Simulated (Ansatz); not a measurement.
TaTe:
```yaml
crystal:
  lattice:
    - [3.41913, 0.00000, 0.00000]
    - [0.00000, 3.41913, 0.00000]
    - [0.00000, 0.00000, 3.41913]
  atoms:
    - { symbol: Ta, position: [0.00000, 0.00000, 0.00000] }
    - { symbol: Te, position: [0.50000, 0.50000, 0.50000] }
```

Relaxed with PBE. Special points in fractions of this cell's reciprocal vectors: Γ (0.000, 0.000, 0.000); X (0.000, 0.500, 0.000); M (0.500, 0.500, 0.000); R (0.500, 0.500, 0.500).

Q: List the band energies nearest the Fermi level at these points for PBE with spin–orbit coupling (plane waves, PAW; program Ansatz).

A: In eV from the Fermi level; about four levels below and three above (degenerate sets whole), none deeper than 8.9 eV; points with the same levels are listed once.

| k | below | above |
|---|---|---|
| Γ | -1.11 -1.11 -1.11 -1.11 | 1.25 1.25 1.25 1.25 |
| X | -2.80 -2.80 -2.02 -2.02 | 1.58 1.58 2.70 2.70 |
| M | -0.40 -0.40 -0.21 -0.21 | 0.42 0.42 1.41 1.41 |
| R | -6.61 -6.61 -6.61 -6.61 | 0.61 0.61 1.86 1.86 1.86 1.86 |

Space group Pm-3m (CsCl type). The start of the workflow was typed in or built on a structure type; neither database checked (COD, Materials Project) lists it. Its standing as an ambient phase is unchecked. The PBE relaxation kept the symmetry of its start; its stability against distortions is not shown here. The run is not spin-polarised. Its formation energy is positive at this level, so the cell may be metastable or incomplete. With an odd number of electrons in the cell and no spin polarisation, the count alone makes it a metal.

Potentials: the earlier of the program's two PAW sets.
